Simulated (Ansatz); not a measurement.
Relaxed-ion elastic tensor of CaH2O2 in space group P-3m1 (No. 164; Ca on 1a, H on 2d, O on 2d) in GPa (Voigt order), plane-wave PAW LDA (Ansatz code); density 2.51 g/cm³, 9.79 Å³ per atom.

```json
[
 {"": "1", "1": "121", "2": "43.3", "3": "22.2", "4": "1.5", "5": "0.0", "6": "0.0"},
 {"": "2", "1": "43.3", "2": "121", "3": "22.2", "4": "-1.5", "5": "0.0", "6": "0.0"},
 {"": "3", "1": "22.2", "2": "22.2", "3": "72.5", "4": "0.0", "5": "0.0", "6": "0.0"},
 {"": "4", "1": "1.5", "2": "-1.5", "3": "0.0", "4": "14.6", "5": "0.0", "6": "0.0"},
 {"": "5", "1": "0.0", "2": "0.0", "3": "0.0", "4": "0.0", "5": "14.6", "6": "1.5"},
 {"": "6", "1": "0.0", "2": "0.0", "3": "0.0", "4": "0.0", "5": "1.5", "6": "38.8"}
]
```

**Question.** Is the crystal mechanically stable?

**Answer.** Yes: the smallest eigenvalue of C is 14.5 GPa.

**Question.** Work out the Voigt, Reuss and Hill averages.

**Answer.** K_V = 54.4, K_R = 49.5, K_H = 52.0; G_V = 28.7, G_R = 22.8, G_H = 25.8 GPa.

**Question.** Give Young's modulus, Poisson's ratio, Pugh's ratio and the universal anisotropy index.

**Answer.** E = 9KG/(3K + G) = 66.3 GPa; ν = 0.29; K/G = 2.02 (ductile by the Pugh limit of 1.75); A_U = 5G_V/G_R + K_V/K_R − 6 = 1.40.

**Question.** Estimate the sound speeds and the Debye temperature.

**Answer.** v_l = √((K + 4G/3)/ρ) = 5860 m/s, v_t = √(G/ρ) = 3200 m/s, mean 3570 m/s; Θ = (h/k)(3n/4πV)^(1/3) v_m = 497 K.

**Question.** How much does each axis shrink under pressure?

**Answer.** Linear compressibilities β_i = Σ_j S_ij (j = 1 to 3): x 4.6, y 4.6, z 11 per TPa.

The first step of the workflow began from a Materials Project structure, measured or hypothetical; the Crystallography Open Database files this formula in space group No. 164, but the cells were not matched. Whether it is the stable phase at ambient conditions was not checked. The cell was relaxed with LDA under the symmetry of its start; its stability against distortions is not shown here. A crystal of weakly bound layers computed without a dispersion correction: the cell and the soft elastic constants depend strongly on that.

Potentials: the later of the program's two PAW sets.
